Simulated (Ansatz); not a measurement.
CsCaF3:
```xyz
5
Lattice="4.5173 0.0000 0.0000 0.0000 4.5173 0.0000 0.0000 0.0000 4.5173" Properties=species:S:1:pos:R:3 pbc="T T T"
Cs     0.0000     0.0000     0.0000
Ca     2.2586     2.2586     2.2586
F      0.0000     2.2586     2.2586
F      2.2586     0.0000     2.2586
F      2.2586     2.2586     0.0000
```

Relaxed with r²SCAN.

Q: Give the Bader charges and basin volumes of the independent atoms, the program Ansatz at the r²SCAN level (PAW).

A: 

| atom | Bader charge (e) | Bader volume (Å³) |
|---|---|---|
| Cs1 | +0.90 | 32.6 |
| Ca2 | +1.67 | 11.5 |
| F3 | -0.86 | 16.0 |

Space group Pm-3m (cubic perovskite). The first step of the workflow began from a Materials Project structure, measured or hypothetical; the Crystallography Open Database copy checked does not list it. Whether it is the stable phase at ambient conditions was not checked. The cell was relaxed with r²SCAN under the symmetry of its start; its stability against distortions is not shown here. Scalar-relativistic: spin–orbit coupling is off unless named, which matters more the heavier the elements.

Potentials: the later of the program's two PAW sets.
